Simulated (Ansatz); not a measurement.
**Ansatz 0.2.0, relaxation: LuB2Ru3**

Input:

```yaml
crystal:
  lattice:
    - [5.39277002, 0.0, 0.0]
    - [-2.69638551, 4.67027701, 0.0]
    - [0.0, 0.0, 3.02904603]
  atoms:
    - { symbol: B, position: [0.3333, 0.6667, 0.0] }
    - { symbol: B, position: [0.6666, 0.3333, 0.0] }
    - { symbol: Ru, position: [0.5, 0.0, 0.5] }
    - { symbol: Ru, position: [0.5, 0.5, 0.5] }
    - { symbol: Ru, position: [0.0, 0.5, 0.5] }
    - { symbol: Lu, position: [0.0, 0.0, 0.0] }
  symmetry: { tolerance: 0.0003 }
kpoints:
  mp_grid: { grid: [7, 7, 11], shift: [0, 0, 0] }
magnetization:
  spin_polarized: false
scf:
  occupations: { method: fermi_dirac }
  lower_state_search: "off"
hamiltonian:
  pseudopotentials: { kind: paw }
  xc: r2scan
basis:
  ecutwfc: 500
  fft_grid_basis: typed
relax:
  max_steps: 40
  cell: { p_target: 0.0 }
output:
  forces: true
  stress: true
  eigenvalues: true
  bader: true
  populations: true
  elf: true
  write_potential: true
  volumetric_format: npy
  dos:
    e_range: [-12, 8]
    de: 0.05
    projected: { site_lists: { B: [B], Lu: [Lu], Ru: [Ru] } }
  write_density: true
checkpoint:
  read: saved_state
```

Run with:

```bash
ansatz run input.yaml --threads 2 --pin off --max-ram 3584MiB --backend cpu --events-out ev --progress --plain --runs-dir out
```

Origin of the cell: a known structure type with other elements, at an estimated volume, so it need not be a known compound.

The smearing width isn't typed, so it takes its default of 0.1 eV.

The saved state is a converged single point of the same cell.

Steps («new basis» is an SCF on plane waves selected anew at the same cell):

```csv
step,ΔF (meV/atom),max force component (eV/Å),P (GPa),volume (Å³),SCF iterations,step was
1,0.0,0.000,2.69,76.29,7,accepted
2,0.0,0.000,-2.49,77.96,7,accepted
3,-3.3,0.000,-0.13,77.16,7,accepted
4,-3.3,0.000,0.00,77.12,5,accepted
5,-3.4,0.000,0.00,77.12,7,new basis
```

Step 1, with forces in eV/Å:

```xyz
6
Lattice="5.393 0.000 0.000 -2.696 4.670 0.000 0.000 0.000 3.029" Properties=species:S:1:pos:R:3:forces:R:3 pbc="T T T" step=1
B     0.000    3.114    0.000    0.000    0.000    0.000
B     2.696    1.557    0.000    0.000    0.000    0.000
Ru    2.696    0.000    1.515    0.000    0.000    0.000
Ru    1.348    2.335    1.515    0.000    0.000    0.000
Ru   -1.348    2.335    1.515    0.000    0.000    0.000
Lu    0.000    0.000    0.000    0.000    0.000    0.000
```

Step 2, with forces in eV/Å:

```xyz
6
Lattice="5.493 0.000 0.000 -2.746 4.757 0.000 0.000 0.000 2.984" Properties=species:S:1:pos:R:3:forces:R:3 pbc="T T T" step=2
B     0.000    3.171    0.000    0.000    0.000    0.000
B     2.746    1.586    0.000    0.000    0.000    0.000
Ru    2.746    0.000    1.492    0.000    0.000    0.000
Ru    1.373    2.378    1.492    0.000    0.000    0.000
Ru   -1.373    2.378    1.492    0.000    0.000    0.000
Lu    0.000    0.000    0.000    0.000    0.000    0.000
```

Step 3, with forces in eV/Å:

```xyz
6
Lattice="5.444 0.000 0.000 -2.722 4.715 0.000 0.000 0.000 3.006" Properties=species:S:1:pos:R:3:forces:R:3 pbc="T T T" step=3
B     0.000    3.143    0.000    0.000    0.000    0.000
B     2.722    1.572    0.000    0.000    0.000    0.000
Ru    2.722    0.000    1.503    0.000    0.000    0.000
Ru    1.361    2.357    1.503    0.000    0.000    0.000
Ru   -1.361    2.357    1.503    0.000    0.000    0.000
Lu    0.000    0.000    0.000    0.000    0.000    0.000
```

Step 5, with forces in eV/Å:

```xyz
6
Lattice="5.443 0.000 0.000 -2.721 4.713 0.000 0.000 0.000 3.006" Properties=species:S:1:pos:R:3:forces:R:3 pbc="T T T" step=5
B     0.000    3.142    0.000    0.000    0.000    0.000
B     2.721    1.571    0.000    0.000    0.000    0.000
Ru    2.721    0.000    1.503    0.000    0.000    0.000
Ru    1.361    2.357    1.503    0.000    0.000    0.000
Ru   -1.361    2.357    1.503    0.000    0.000    0.000
Lu    0.000    0.000    0.000    0.000    0.000    0.000
```

```yaml
Free_energy_lowered_by: 3.4 meV/atom
Volume_change: 1.09 %
Final_pressure: 0.00 GPa
Relaxation_steps_listed: 5
Formation_energy_elements_under_the_same_functional_gases_as_molecules_uncorrected: -0.512 eV/atom
```

Caveats: no moments, though an odd count or open d shells may carry them; no spin-orbit coupling, though heavy elements are present; the relaxation held the start's symmetry, so the end may be a saddle point.

It ran for 87 s on 2 threads of Arm Neoverse V2, on a shared host, peak memory 0.7 GiB, from a saved density.
